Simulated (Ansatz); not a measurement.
# Computed properties of Li

Li:
```xyz
3
Lattice="1.5279 0.8821 7.4991 -1.5279 0.8821 7.4991 0.0000 -1.7643 7.4991" Properties=species:S:1:pos:R:3 pbc="T T T"
Li     0.0000     0.0000    17.4975
Li     0.0000     0.0000     4.9999
Li     0.0000     0.0000     0.0000
```

Space group R-3m (No. 166), 9R (Sm type); conventional cell a = b = 3.056 Å, c = 22.497 Å, α = β = 90.00°, γ = 120.00°.

Method: PBEsol (plane waves, PAW; program Ansatz). Structure relaxed to zero pressure with the same functional. Other levels are named where they apply.

### Cell and energy

* **Volume per atom**: 20.21 Å³
* **Density**: 0.57 g/cm³

### Electronic structure

- Electronic character: metallic (no gap)
- Density of states at the Fermi level: 0.52 states/eV per atom (mean over ±0.08 eV)

The workflow started from a Materials Project entry (that database holds measured and hypothetical structures alike); the Crystallography Open Database files this formula in space group No. 166, but the cells were not matched. It is not the phase usual at ambient conditions (space group No. 229). The cell was relaxed with PBEsol under the symmetry of its start; its stability against distortions is not shown here. Axis ratios of metals converge slowly with the k-mesh, so a and c are less sure than the volume.

Potentials: the later of the program's two PAW sets.
